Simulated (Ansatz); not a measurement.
Values for one crystal, relaxed and computed with PBEsol in the plane-wave PAW code Ansatz; other levels are named.

| Property | Result |
|---|---|
| Volume per atom | 10.57 Å³ |
| Electronic character | metallic (no gap) |
| Formation energy from the elements (no fitted shifts) | -0.81 eV/atom |
| Density of states at the Fermi level | 0.71 states/eV per atom (mean over ±0.08 eV) |
| Pressure derivative B′ | 4.1 |
| Bulk modulus (Birch–Murnaghan fit) | 204 GPa |

Which compound is it?
(A) Ti3AlC2, P6_3/mmc (Ti on 4f, Ti on 2a, Al on 2b, C on 4f)
(B) Ti3AlC, anti-perovskite
(C) Ti2SiB2, Cmmm (Si on 2a, Ti on 4j, B on 4i)
(D) TaSiB, Cmcm (Si on 4c, B on 4c, Ta on 4c)

C, Ti2SiB2, Cmmm (Si on 2a, Ti on 4j, B on 4i)

The start of the workflow was typed in or built on a structure type; neither database checked (COD, Materials Project) lists it. Whether it is the stable phase at ambient conditions was not checked. The PBEsol relaxation kept the symmetry of its start; its stability against distortions is not shown here. No spin polarisation was allowed. The references are the lowest solids computed at this level, not always the standard phases.

Potentials: the earlier of the program's two PAW sets. The files were generated under PBE; for other functionals the program regenerates the frozen cores, and for LDA and PBEsol the local potential too.
